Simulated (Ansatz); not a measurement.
CoSn (CoSn type, space group P6/mmm)

```
CELL_PARAMETERS angstrom
      5.21781     0.00000     0.00000
     -2.60891     4.51876     0.00000
      0.00000     0.00000     4.17247
ATOMIC_POSITIONS crystal
  Co 0.50000 0.00000 0.00000
  Co 0.50000 0.50000 0.00000
  Co 0.00000 0.50000 0.00000
  Sn 0.00000 0.00000 0.00000
  Sn 0.33333 0.66667 0.50000
  Sn 0.66667 0.33333 0.50000
```

Two coordinates are scanned: the volume, and the ratio of the stretch along z (the conventional c axis) to the stretch across it. Atoms keep their fractional coordinates.

These are PBEsol (plane waves to 420 eV, PAW, scalar-relativistic; Ansatz, a quantum-chemistry and plane-wave program) values and carry that method's errors. k mesh 10×10×11 (Γ-centred), Fermi-Dirac smearing 0.05 eV. E stands for the smeared free energy. With partly filled bands, the response to shear is sensitive to the k mesh, so small differences along c/a are uncertain. CoSn is run without spin polarisation. CoSn was relaxed with its symmetry unable to fall. The last digit holds for this mesh only.

Changes of ΔE (meV/atom) from the point V/V₀ = 1.000, (c/a)/(c/a)₀ = 1.000 when one coordinate moves alone (two changes are said to add if the coupling is within 5 % of the smaller one, nearly so within 20 %):

```
point                               change
----------------------------------  ------
V/V₀ = 1.000, (c/a)/(c/a)₀ = 0.880   113.2
V/V₀ = 1.000, (c/a)/(c/a)₀ = 0.920    49.5
V/V₀ = 1.000, (c/a)/(c/a)₀ = 0.960    12.0
V/V₀ = 0.920, (c/a)/(c/a)₀ = 1.000    56.0
V/V₀ = 0.947, (c/a)/(c/a)₀ = 1.000    23.6
V/V₀ = 0.973, (c/a)/(c/a)₀ = 1.000     5.6
V/V₀ = 1.027, (c/a)/(c/a)₀ = 1.000     5.0
V/V₀ = 1.053, (c/a)/(c/a)₀ = 1.000    19.2
V/V₀ = 1.080, (c/a)/(c/a)₀ = 1.000    41.1
V/V₀ = 1.000, (c/a)/(c/a)₀ = 1.040    11.0
V/V₀ = 1.000, (c/a)/(c/a)₀ = 1.080    42.3
V/V₀ = 1.000, (c/a)/(c/a)₀ = 1.120    91.5
```

### Question
What is the change at V/V₀ = 1.053, (c/a)/(c/a)₀ = 0.920, where both move, and how far is it from the sum?

### Answer
The sum of the single changes is 19.2 + (49.5) = 68.7; the calculation gives 63.6, so the coupling contributes -5.1 (over 20 % of the smaller single change, not additive).

(A scan under strain: stresses follow from slopes of the energy per volume, elastic moduli from its curvatures.)
